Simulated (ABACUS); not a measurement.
Worked example: self-consistent single point of CsSnI3 (P4/mmm, 5 atoms in the cell; from Materials Project mp-614013, changed as shown) in ABACUS.

Computed with PBEsol, PseudoDojo 0.4 standard norm-conserving PBEsol (tails mended) pseudopotentials (plane waves; ABACUS).

The change in words: lattice vector b scaled by 1.01. Reference geometry (Pm-3m):
```
CELL_PARAMETERS angstrom
      6.28623     0.00000     0.00000
      0.00000     6.28623     0.00000
      0.00000     0.00000     6.28623
ATOMIC_POSITIONS crystal
  Cs 0.50000 0.50000 0.50000
  Sn 0.00000 0.00000 0.00000
  I  0.50000 0.00000 0.00000
  I  0.00000 0.50000 0.00000
  I  0.00000 0.00000 0.50000
```

Reference input (self-consistent single point, DFT, PBEsol, plane waves, PseudoDojo 0.4 standard norm-conserving PBEsol (tails mended) pseudopotentials): KPT = Gamma 4 4 4 0 0 0; basis_type = pw; dft_functional = PBESOL; ecutwfc = 72 Ry; smearing_method = gaussian; smearing_sigma = 0.00367493 Ry; potentials = PseudoDojo 0.4 standard norm-conserving PBEsol (tails mended); symmetry = 1; ks_solver = dav_subspace; scf_nmax = 100; scf_thr = 1.0e-09 Ry; mixing_type = broyden. This run's input differs from it in these lines:

```diff
@@ -30,3 +30,3 @@
    1.0000000047    0.0000000000    0.0000000000
-   0.0000000000    1.0000000047    0.0000000000
+   0.0000000000    1.0099999571    0.0000000000
    0.0000000000    0.0000000000    1.0000000047
```

Output (repeated stretches shortened):

```
 SELF-CONSISTENT
 -------------------------------------------

                                 init_chg = atomic

 PW ALGORITHM --------------- ION=   1  ELEC=   1--------------------------------

 Notice: Threshold on eigenvalues was too large.

 Density error is 0.072250977208
                          Error Threshold = 0.000168919778759
 E_KohnSham     -282.1007268205      -3838.1772947001
 E_Fermi        0.2953378918         4.0182781639

 PW ALGORITHM --------------- ION=   1  ELEC=   2--------------------------------

 Density error is 0.0143293115573
                          Error Threshold = 0.000164206766382
   [... lines left out ...]

 Density error is 1.06285495544e-08
                          Error Threshold = 8.32286367161e-10
 E_KohnSham     -282.1035716146      -3838.2160001091
 E_Fermi        0.2752882238         3.7454884365

 PW ALGORITHM --------------- ION=   1  ELEC=   9--------------------------------

 Density error is 9.47673091822e-10
                          Error Threshold = 2.41557944419e-11
 E_KohnSham     -282.1035716187      -3838.2160001657
 E_KS(sigma->0) -282.1035716187      -3838.2160001657
 E_entropy(-TS) -0.0000000000        -0.0000000000
 E_Fermi        0.2752840452         3.7454315831
 charge density convergence is achieved
 final etot is -3838.2160002 eV
 EFERMI = 3.7454315831 eV

 STATE ENERGY(eV) AND OCCUPATIONS    NSPIN == 1
   [... 29 lines left out ...]

 TOTAL-FORCE (eV/Angstrom)
                       Cs1         0.0000000000         0.0000000000         0.0000000000
                       Sn1         0.0000000000         0.0000000000         0.0000000000
                        I1         0.0000000000         0.0000000000         0.0000000000
                        I2         0.0000000000         0.0000000000         0.0000000000
                        I3         0.0000000000         0.0000000000         0.0000000000

 TOTAL-STRESS (KBAR)
       -10.2281982961         0.0000000000         0.0000000000
        -0.0000000000       -13.0662041798         0.0000000000
         0.0000000000        -0.0000000000       -10.2281982961
 TOTAL-PRESSURE: -11.174200 KBAR

 --------------------------------------------
 !FINAL_ETOT_IS -3838.2160001657230168 eV
 --------------------------------------------
```

The run converged in 9 iterations. Against the reference run the free energy rises by 3.6 meV/atom, the pressure goes from -0.99 to -1.12 GPa and the gap on the mesh moves little (0.423 to 0.424 eV).

Spin-orbit coupling is left out, which matters for bands and gaps with elements this heavy. The structure comes from a collection of computed structures, made at another level of theory; the collection holds predicted forms beside known ones.

Cost on one core: about 6 core-minutes (a rough figure).

“Tails mended”: in these copies of the files the far tail of each local potential was reset to the Coulomb form.
